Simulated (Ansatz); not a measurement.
**Data sheet: BN (DFT)**

BN:
```yaml
crystal:
  lattice:
    - [4.40272, 0.00000, 0.00000]
    - [0.00000, 4.40272, 0.00000]
    - [0.00000, 0.00000, 2.53888]
  atoms:
    - { symbol: B, position: [0.17418, 0.17418, 0.00000] }
    - { symbol: B, position: [0.82582, 0.82582, 0.00000] }
    - { symbol: N, position: [0.81228, 0.18772, 0.00000] }
    - { symbol: N, position: [0.18772, 0.81228, 0.00000] }
    - { symbol: N, position: [0.68772, 0.68772, 0.50000] }
    - { symbol: N, position: [0.31228, 0.31228, 0.50000] }
    - { symbol: B, position: [0.32582, 0.67418, 0.50000] }
    - { symbol: B, position: [0.67418, 0.32582, 0.50000] }
```

Space group P4_2/mnm (No. 136); conventional cell a = b = 4.403 Å, c = 2.539 Å, α = β = γ = 90.00°.

Method: plane-wave PAW r²SCAN (Ansatz code). The cell and atoms are relaxed at this level. Other levels are named where they apply.

### Cell and energy

```json
{
  "volume_per_atom": "6.15 Å³",
  "density": "3.35 g/cm³",
  "Formation energy from the elements (no fitted shifts)": "-1.20 eV/atom"
}
```

### Electronic structure

```json
{
 "band_gap": "5.31 eV (indirect)",
 "valence_band_maximum": "on the M–Γ line, 87 % of the way from M",
 "conduction_band_minimum": "on the Γ–Z line, 59 % of the way from Γ (2 equivalent valleys)",
 "smallest_direct_gap_on_the_standard_path": "6.48 eV",
 "electron_effective_mass": "0.40, 0.40, 0.49 mₑ (principal values)",
 "hole_effective_mass": "0.38, 0.78, 1.5 mₑ (principal values)",
 "HSE06 gap on the r²SCAN cell": "6.11 eV"
}
```

### Mechanics

```json
{
  "Bulk modulus (Birch–Murnaghan fit)": "366 GPa",
  "Pressure derivative B′": "3.6",
  "Elastic constants (relaxed ions, GPa)": "C11 = 759, C12 = 179, C13 = 109, C33 = 1010, C44 = 348, C66 = 256",
  "mechanical_stability": "stable (all eigenvalues of C positive)",
  "hill_bulk_and_shear_moduli": "368 and 328 GPa",
  "Young's modulus": "758 GPa",
  "Poisson's ratio": "0.16",
  "debye_temperature_from_the_elastic_constants": "1770 K"
}
```

### Charges

```json
{
  "bader_charges": "B +2.27, N -2.27 e"
}
```

The start of the workflow was typed in or built on a structure type; the Crystallography Open Database copy checked does not list it. It is not the phase usual at ambient conditions (space group No. 186, 194, 216). Symmetry was held in the r²SCAN relaxation; its stability against distortions is not shown here. The references are the lowest solids computed at this level, not always the standard phases (solids in place of the gases).

Potentials: the later of the program's two PAW sets.
